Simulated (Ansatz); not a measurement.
A relaxed 1×1 slab of 4 planes, cut along (111) from a fcc crystal of one element, has a cell area of 6.83 Å² and a bulk spacing of 2.293 Å between its first planes. All-electron LAPW in Ansatz 0.2.0 (PBE, scalar-relativistic, no spin polarisation) gives γ = 1.48 J/m², Φ = 5.67 eV and a change of the outer spacing of +0.6 %. The fcc structure needn't be the element's own.

Q: Which element is it?

A: Pt. This is the case that was computed; others weren't tested.
